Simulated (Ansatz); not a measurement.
Re2B in space group P4/nmm (No. 129; Re on 2a, Re on 2c, B on 2c) at seven volumes, PBE (plane waves, PAW; program Ansatz), shape and atoms relaxed at each. One row is withheld.

```tsv
V (Å³/atom)	P (GPa)
11.345	36.92
11.719	22.55
12.093	10.35
12.467	0.00
12.841	?
13.215	-16.20
13.589	-22.41
```

Question: Fit the shown pressures and predict the withheld one.

Answer: P = (3/2)B₀(x^(7/2) − x^(5/2))[1 + (3/4)(B′ − 4)(x − 1)] with x = (V₀/V)^(2/3). Least squares on the six rows gives V₀ = 12.468 Å³/atom, B₀ = 316 GPa, B′ = 4.51. At V = 12.841, x = 0.9805 and P = -8.72 GPa. The run itself gave -8.78 GPa.

A made-up cell: these elements were put on the sites of a structure type; neither database checked (COD, Materials Project) lists it. Its standing as an ambient phase is unchecked. The cell was relaxed with PBE under the symmetry of its start; its stability against distortions is not shown here. The run is not spin-polarised. Spin–orbit coupling is left out wherever it is not named.

Potentials: the earlier of the program's two PAW sets.
